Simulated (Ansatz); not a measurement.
In₂TeO₂:
Space group P-3m1 (No. 164); a = 3.742 Å, b = 3.742 Å, c = 7.187 Å, α = 90.00°, β = 90.00°, γ = 120.00°

```json
[
 {"atom": "In", "site": "2d", "symmetry": "3m.", "x": "0.3333", "y": "0.6667", "z": "0.1918"},
 {"atom": "Te", "site": "1b", "symmetry": "-3m.", "x": "0.0000", "y": "0.0000", "z": "0.5000"},
 {"atom": "O", "site": "2d", "symmetry": "3m.", "x": "0.6667", "y": "0.3333", "z": "0.1192"}
]
```

Relaxed at zero pressure with PBEsol (plane waves, PAW; program Ansatz).

Question: The volume is raised by 9 % and shape and atoms relax at that volume. What pressure results, and how do the axes share the change?

Answer: -6.6 GPa; a 2.5 %, b 2.5 %, c 3.8 %; the energy rises by 36 meV/atom.

Question: Give the new structure.

Answer: 
Space group P-3m1 (No. 164); a = b = 3.834 Å, c = 7.463 Å, α = β = 90.00°, γ = 120.00°

```
atom  site  symmetry       x       y       z
----  ----  --------  ------  ------  ------
In      2d       3m.  0.3333  0.6667  0.1850
Te      1b      -3m.  0.0000  0.0000  0.5000
O       2d       3m.  0.6667  0.3333  0.1169
```

The phase is kept; no other phase was compared at this pressure.

The start of the workflow was typed in or built on a structure type; neither database checked (COD, Materials Project) lists it. Its standing as an ambient phase is unchecked. Symmetry was held in the PBEsol relaxation; its stability against distortions is not shown here. Scalar-relativistic: spin–orbit coupling is off unless named, which matters more the heavier the elements.

Potentials: the earlier of the program's two PAW sets. The files were generated under PBE; for other functionals the program regenerates the frozen cores, and for LDA and PBEsol the local potential too.
